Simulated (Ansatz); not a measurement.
SnSe (zinc blende, space group No. 216), r²SCAN (plane waves, PAW; program Ansatz), all energies at zero smearing, with the estimated change up to a 700 eV cutoff added, with one set of potentials and settings (totals compare only within such a set). Cell of 2 atoms (1 Se, 1 Sn): -11517.000 eV.

```csv
element,reference phase,E (eV/atom)
Se,"P3_121, 3 atoms in the cell",-5478.1269
Sn,"Fd-3m, 2 atoms in the cell",-6038.6401
```

Formation energy per atom, worked out: (-11517.000 − 1×(-5478.1269) − 1×(-6038.6401))/2 = -0.117 eV/atom (-11 kJ per mol of atoms), at 0 K, without zero-point energy or fitted corrections.

Space group F-43m (zinc blende). The start of the workflow was typed in or built on a structure type; neither database checked (COD, Materials Project) lists it. It is not the phase usual at ambient conditions (space group No. 62). The r²SCAN relaxation kept the symmetry of its start. At this level the phase is mechanically unstable. The references are the lowest solids computed at this level, not always the standard phases. Scalar-relativistic: spin–orbit coupling is off unless named, which matters more the heavier the elements.

Potentials: the later of the program's two PAW sets.
